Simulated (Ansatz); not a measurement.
BaO:
```
BaO
1.0
    4.49113     0.00000     0.00000
   -2.24557     3.88944     0.00000
    0.00000     0.00000     5.52301
Ba O
2 2
Direct
  0.66667   0.33333   0.43765
  0.33333   0.66667   0.93765
  0.66667   0.33333   0.93735
  0.33333   0.66667   0.43735
```

Relaxed with PBEsol. PBEsol (plane waves, PAW; program Ansatz) gives a gap of 2.16 eV.

### Question
What gap does HSE06 give on the same cell (Ansatz, PAW)?

### Answer
3.50 eV, 1.34 eV more. The hybrid was solved on a coarser mesh and at special points; the gap given is the minimum over both.

```json
[
 {"k": "Γ", "v1 PBEsol": "-0.01", "c1 PBEsol": "2.16", "v1 HSE06": "-0.01", "c1 HSE06": "3.50"},
 {"k": "A", "v1 PBEsol": "-1.43", "c1 PBEsol": "3.56", "v1 HSE06": "___", "c1 HSE06": "___"},
 {"k": "K", "v1 PBEsol": "0.00", "c1 PBEsol": "2.29", "v1 HSE06": "___", "c1 HSE06": "___"},
 {"k": "H", "v1 PBEsol": "-0.23", "c1 PBEsol": "3.26", "v1 HSE06": "___", "c1 HSE06": "___"},
 {"k": "M", "v1 PBEsol": "-0.32", "c1 PBEsol": "3.33", "v1 HSE06": "-0.34", "c1 HSE06": "4.67"},
 {"k": "L", "v1 PBEsol": "-0.57", "c1 PBEsol": "3.76", "v1 HSE06": "___", "c1 HSE06": "___"}
]
```

### Question
Top valence (v1) and lowest conduction level (c1) in eV from each method's valence maximum (which need not be a listed point): supply the withheld HSE06 values.

### Answer

- A, v1 HSE06: -1.53
- A, c1 HSE06: 4.92
- K, v1 HSE06: 0.00
- K, c1 HSE06: 3.64
- L, v1 HSE06: -0.61
- L, c1 HSE06: 5.13
- H, v1 HSE06: -0.24
- H, c1 HSE06: 4.61

Cost on shared cores: the PBEsol run (SCF on a 7×7×5 mesh, then bands and DOS) roughly 70 core-seconds, the HSE06 run (SCF on 5×5×4, then a few points) around 6 core-minutes (rough); the tasks are unlike.

Space group P6_3/mmc. The first step of the workflow began from a Materials Project structure, measured or hypothetical; the Crystallography Open Database copy checked does not list it. It is not the phase usual at ambient conditions (space group No. 225). The PBEsol relaxation kept the symmetry of its start; its stability against distortions is not shown here. Point labels and valley counts follow the cell and symmetry of the run, lower than the named group. Spin–orbit coupling is left out wherever it is not named.

Potentials: the later of the program's two PAW sets.
